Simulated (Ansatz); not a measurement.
The end of the path is a generated cell of Al2Ru: the first start was made by placing the elements on the sites of a structure type, and the end was not matched to a known phase here, so it may be hypothetical.

A geometry of Al2Ru away from equilibrium: the start of the relaxation of a generated cell, Al2Ru built in the AFLOW prototype AB2_hP6_194_b_f (as in CaIn2). All values below come from PBE (plane waves to 420 eV, PAW, scalar-relativistic; Ansatz, a program for electronic structure). Γ-centred k-mesh 10×10×5 on the run's cell (coarser than for final values), Fermi–Dirac smearing 0.05 eV.

```xyz
6
Lattice="3.9160 0.0000 0.0000 -1.9580 3.3913 0.0000 0.0000 0.0000 6.2000" Properties=species:S:1:pos:R:3:forces:R:3 pbc="T T T" free_energy=-13907.049 pressure_GPa=16.2
Ru     0.0000     0.0000     1.5500    0.0000    0.0000    0.0000
Ru     0.0000     0.0000     4.6500    0.0000    0.0000    0.0000
Al     0.0000     2.2609     0.2790    0.0000    0.0000    0.2997
Al     1.9580     1.1304     3.3790    0.0000    0.0000    0.2997
Al     1.9580     1.1304     5.9210    0.0000    0.0000   -0.2997
Al     0.0000     2.2609     2.8210    0.0000    0.0000   -0.2997
```

Positions in Å, forces in eV/Å, free energy of the cell in eV (comparable only within this code, potentials and settings). Largest force: 0.30 eV/Å, on Al3, Al4, Al5, Al6 (atoms numbered as listed); the geometry lies 0.28 eV/atom above the end of its relaxation.

No spin polarisation in the result.

The run could not lower the symmetry of its start; a shaken copy of this end point relaxes with PBE to Cmcm (No. 63), 0.14 eV/atom lower.
